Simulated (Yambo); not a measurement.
BSE-type run in Yambo on CsCdCl3 (cubic perovskite, space group Pm-3m, No. 221), at zero momentum.

Quantum ESPRESSO step (PBEsol, PseudoDojo standard norm-conserving files, scalar-relativistic):
```
&CONTROL
  calculation = 'nscf'
  pseudo_dir = './pseudo'
  outdir = './out'
/
&SYSTEM
  ibrav = 0
  nat = 5
  ntyp = 3
  ecutwfc = 102.0
  ecutrho = 408.0
  occupations = 'fixed'
  force_symmorphic = .true.
  nbnd = 83
/
&ELECTRONS
  conv_thr = 5e-09
  diago_full_acc = .true.
  diago_thr_init = 1e-08
/
ATOMIC_SPECIES
Cl 35.4500 Cl.upf
Cd 112.4140 Cd.upf
Cs 132.9055 Cs.upf
CELL_PARAMETERS angstrom
  5.264400000000   0.000000000000   0.000000000000
  0.000000000000   5.264400000000   0.000000000000
  0.000000000000   0.000000000000   5.264400000000
ATOMIC_POSITIONS crystal
Cl   0.000000000000   0.500000000000   0.500000000000
Cl   0.500000000000   0.000000000000   0.500000000000
Cl   0.500000000000   0.500000000000   0.000000000000
Cd   0.500000000000   0.500000000000   0.500000000000
Cs   0.000000000000   0.000000000000   0.000000000000
K_POINTS automatic
4 4 4 0 0 0
```

Yambo input:
```
rim_cut
optics
bse
bss
dipoles
em1s
RandQpts= 1000000
RandGvec= 1 Ry
FFTGvecs= 40 Ry
Chimod= "HARTREE"
BSKmod= "SEX"
BSEmod= "resonant"
BSSmod= "hs"
BSENGexx= 15 Ry
BSENGBlk= 3 Ry
% BSEQptR
 1 | 1 |
%
% BSEBands
 9 | 32 |
%
% BEnRange
 0.0 | 9.6 | eV
%
% BDmRange
 0.15 | 0.15 | eV
%
BEnSteps= 192
% BLongDir
 1.0 | 0.0 | 0.0 |
%
BSHayTrs= -0.02
BSSNEig= 24
WRbsWF
% BndsRnXs
 5 | 79 |
%
NGsBlkXs= 3 Ry
% LongDrXs
 1.0 | 1.0 | 1.0 |
%
```

From the report:

The dimension is k points × valence × conduction bands = 64 × 17 × 7 = 7616.
```
  [SLEPC] Approach                          : Krylov-Schur
  [SLEPC] Number of requested eigenvalues   :  24
  [SLEPC] Number of eigenvalues        [NEV]:  24
   [K] Dimension                                    :   7616
   [K] Bands                                        :    9   32
   [K] Exchange res                                 : yes
   [K] Correlation res                              : yes
   [K] W interaction is bare                        : no
   [K] RL vectors exchange                          :  1021
   [K] RL vectors correlation                       :   93
   [W] Matrix size                                  :   93
   [W] Bands                                        :    5   79
   [W] Coulomb Cutoff                               : none
   [W] Hxc Kernel                                   : HARTREE
```

Spin-orbit coupling is not included.

Geometry of the Materials Project entry, not relaxed at this level.
